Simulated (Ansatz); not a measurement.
Structure optimisation: lutetium, bcc

Method: DFT, LDA (PW92), plane waves (420 eV) with PAW, scalar-relativistic (Ansatz). (PAW data from PBE, frozen cores regenerated.)

k-point mesh 11×11×11, Fermi-Dirac smearing 0.1 eV, no spin polarisation. Cell and atoms relax.

Starting structure:

```cif
data_structure
_symmetry_space_group_name_H-M 'P 1'
_symmetry_Int_Tables_number 1
_cell_length_a 3.3713
_cell_length_b 3.3713
_cell_length_c 3.3713
_cell_angle_alpha 109.471
_cell_angle_beta 109.471
_cell_angle_gamma 109.471
_cell_volume 29.50
loop_
_atom_site_label
_atom_site_type_symbol
_atom_site_fract_x
_atom_site_fract_y
_atom_site_fract_z
_atom_site_occupancy
Lu1 Lu 0.00000 0.00000 0.00000 1
```

Task: What cell does the relaxation end in?

Result: Im-3m with a = 3.744 Å; 26.24 Å³ per atom against 29.50 at the start (-11.1 %).

Task: How much energy does the relaxation gain?

Result: 53.0 meV per atom.
